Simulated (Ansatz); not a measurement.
This cell of MgPd (CsCl type) is off equilibrium:

```
MgPd
1.0
    6.20765     0.00000     0.00000
    3.10383     3.10383     0.00000
    0.00000     0.00000     3.10383
Mg Pd
2 2
Cartesian
  0.00000   0.00000   0.00000
  3.10383   0.00000   0.00000
  1.55191   1.55191   1.31858
  4.65574   1.55191   1.78524
```

Level of theory: LDA (plane waves to 420 eV, PAW, scalar-relativistic; Ansatz, a first-principles code). k mesh 15×15×15 (Γ-centred), Fermi-Dirac smearing 0.05 eV. Stress and pressure are positive under compression. With partly filled bands, energies and forces of such displacements shift with the k mesh and the smearing. MgPd is run without spin polarisation. MgPd was relaxed with its symmetry unable to fall.

Predict the force on every atom, in eV/Å.


```json
[
 {"atom": "Mg1", "Fx": "0.000", "Fy": "0.000", "Fz": "0.000"},
 {"atom": "Mg2", "Fx": "0.000", "Fy": "0.000", "Fz": "0.000"},
 {"atom": "Pd3", "Fx": "0.000", "Fy": "0.000", "Fz": "1.357"},
 {"atom": "Pd4", "Fx": "0.000", "Fy": "0.000", "Fz": "-1.357"}
]
```

What is the stress tensor (GPa)?


```
    3.4      0.0      0.0
    0.0      3.4      0.0
    0.0      0.0     -0.7
```
The pressure, a third of the trace, is 2.0 GPa.

(A displaced cell: forces are minus the slopes of the energy, force constants its curvatures, and phonons follow from these.)
